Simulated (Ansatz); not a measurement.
SiC:
```
SiC
1.0
    0.00000     2.17831     2.17831
    2.17831     0.00000     2.17831
    2.17831     2.17831     0.00000
Si C
1 1
Cartesian
  3.26747   3.26747   3.26747
  0.00000   0.00000   0.00000
```

Relaxed with r²SCAN.

Question: Give the Bader charges and basin volumes of the independent atoms, r²SCAN (plane waves, PAW; program Ansatz).

Answer: 

| atom | Bader charge (e) | Bader volume (Å³) |
|---|---|---|
| Si1 | +2.87 | 4.3 |
| C2 | -2.87 | 16.4 |

Space group F-43m (zinc blende). Symmetry was held in the r²SCAN relaxation.

Potentials: the earlier of the program's two PAW sets.
